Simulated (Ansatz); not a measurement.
One crystal and one scan (frozen-phonon scan) at two levels, PBE (plane waves to 420 eV, PAW, scalar-relativistic; Ansatz, a first-principles code) and r2SCAN (plane waves to 500 eV, PAW, scalar-relativistic; Ansatz), each from its own relaxed cell and on its own mesh. The cell shown is that of PBE.

Relaxed KF (rock salt):

```
KF
1.0
    0.00000     5.42078     5.42078
    2.71039     2.71039     5.42078
    2.71039     2.71039     0.00000
F K
2 2
Direct
  0.00000   0.00000   0.00000
  0.50000   0.00000   0.00000
  0.00000   0.50000   0.50000
  0.50000   0.50000   0.50000
```

A phonon eigenvector at X = (0.5, 0.5, 0.0) is frozen into this cell: atom i moves by Q times the vector below, so Q is the largest atomic displacement, in Å. The cell is held. (q is in reciprocal vectors of the primitive cell; the cell shown is doubled to hold the pattern.)

```csv
atom,x,y,z
F1,0.000,0.000,1.000
F2,0.000,0.000,-1.000
K3,0.000,0.000,-0.030
K4,0.000,0.000,0.030
```

KF was relaxed with its symmetry unable to fall. Percentages come from the unrounded values.

Results of PBE:

| Item | Result |
|---|---|
| Lattice constant a (Å) | 5.421 |
| Harmonic wavenumber from the curvature (finite differences) (cm⁻¹ (negative: imaginary)) | 193 |
| Shape of the curve | a single well with its minimum at or next to zero displacement |

Question: What does r2SCAN give for the same quantities?

Answer: 
```json
[
 {"quantity": "Lattice constant a (Å)", "r2SCAN": "5.318", "PBE − r2SCAN": "+0.103 (+1.9 %)"},
 {"quantity": "Harmonic wavenumber from the curvature (finite differences) (cm⁻¹ (negative: imaginary))", "r2SCAN": "210", "PBE − r2SCAN": "-17 (-8 %)"}
]
```

PBE gives the higher value for: lattice constant a. PBE gives the lower value for: harmonic wavenumber from the curvature. Both give the same shape of the curve: a single well with its minimum at or next to zero displacement. Neither level is exact: the differences show how much the result hangs on the functional.

(For displaced atoms, the force is minus the slope of the energy, and its curvature is a force constant, which sets phonon frequencies.)
